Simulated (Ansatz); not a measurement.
# Notes on Ca3Sb2Ir3

```xyz
8
Lattice="5.7541 0.0000 0.0000 -2.8770 4.9832 0.0000 -2.8770 1.6611 6.6595" Properties=species:S:1:pos:R:3 pbc="T T T"
Ca    0.0000    3.3221    3.3298
Ir    2.8770    0.0000    0.0000
Ir   -1.4385    2.4916    0.0000
Ir    1.4385    2.4916    0.0000
Sb   -2.8770    4.9832    4.8408
Sb    2.8770    1.6611    1.8187
Ca   -2.8770    4.9832    1.6123
Ca    2.8770    1.6611    5.0473
```

Single point in Ansatz 0.2.0 with PBE, no spin polarisation. Cutoff 420 eV, PAW datasets, 7×7×7 Γ-centred k mesh, fermi-dirac filling (width 0.0824 eV).

Task: Is it stable against the elements?

Result: -0.32 eV an atom against the elements' usual phases (free molecules for gases, crystals otherwise, with no correction for O₂ or N₂), so it is bound against them; other compounds may still compete. Relaxing would lower it.

Task: Metal or insulator?

Result: It is a metal, with about 5 states/eV a cell as the mean within 0.25 eV of the Fermi level, mostly Ir d (60 %) and Sb p (13 %).

Task: Where is the largest force?

Result: The largest is on Sb5 (and as large on other atoms): 4.99 eV/Å, components (0.00, 0.00, -4.99). It makes 138° with the line to a nearest neighbour, Ir2 at 2.46 Å, pointing away from it.

Task: Give the Bader charges.

Result: Bader charges in e: Ca +1.33, Sb -0.55, Ir -0.96. In the mean Ca gives up most and Ir takes most.

Task: What do density and ELF say about some of the short contacts?

Result: Ir–Sb at 2.46 Å: least valence density 0.63 e/Å³ and ELF 0.40 there. Ir–Ir at 2.88 Å: least valence density 0.36 e/Å³ and ELF 0.37 there. Ca–Ca at 3.22 Å: least valence density 0.05 e/Å³ and ELF 0.02 there. Both are smooth PAW fields, read partly inside the augmentation spheres.

Origin: a known structure type with other elements, at an estimated volume, so it need not be a known compound. Caveats: atoms or cell far from equilibrium.
